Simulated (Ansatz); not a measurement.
Here is an unrelaxed guess for Sb2PbO.

```
Sb Pb O
1.0
     5.43417    0.00000    0.00000
    -2.71708    4.70613    0.00000
     0.00000    0.00000    4.45643
Sb Pb O
2 1 1
Cartesian
  0.0000 3.1374 2.2282
  2.7171 1.5687 2.2282
  0.0000 0.0000 0.0000
  0.0000 0.0000 2.2282
```

Theory: Ansatz, DFT PBE, scalar-relativistic, plane waves, PAW. Cutoff 420 eV; k points 6×6×4 on the computed 4-atom cell (Γ-centred); Gaussian smearing, width 0.10 eV; no spin polarisation.

Energies over the elements count from the elements' standard structures at the same level (O₂ as a molecule), with no fitted energy shifts.

**Question.** Estimate its pressure, forces and energy as it stands.

**Answer.** The pressure is -2.1 GPa (the mean over three directions, positive in compression), the largest force is 0.00 eV/Å (symmetry fixes the atoms), and the energy is +0.12 eV/atom against the elements. The shortest distance is 2.23 Å.

**Question.** How much does it gain on relaxing, and where does it end?

**Answer.** Relaxing gains under 0.1 eV/atom (the start's value is from the coarse mesh, so the gain is rough) in 11 ionic steps and ends at +0.03 eV/atom on the finer mesh. The symmetry stays P6/mmm (No. 191). The volume per atom shrinks by 6.9 %, from 28.5 to 26.5 Å³. The shortest distance goes from 2.23 Å (Pb–O) to 2.40 Å (Pb–O). The ratio c/a of the conventional cell changes by a factor of 1.16. Conventional cell: a = 5.051 Å, c = 4.802 Å. Sb has 3 O at 2.92 Å and 3 Sb at 2.92 Å; around Pb lie 2 O at 2.40 Å; O is surrounded by 2 Pb at 2.40 Å and 6 Sb at 2.92 Å.

The last run used a 12×12×10 mesh (in the run's order of axes) for its 4-atom cell and Gaussian smearing of 0.10 eV. The k mesh leaves some 4 meV/atom of noise in the energy of each metallic cell. No dispersion correction is applied, so the spacing and binding between layers, chains or molecules are poorly described. These runs have no spin–orbit coupling, which can matter for Pb and Sb. The relaxation can't lower the symmetry of the start. Symmetry constrained the relaxation, so the result can be a saddle point.
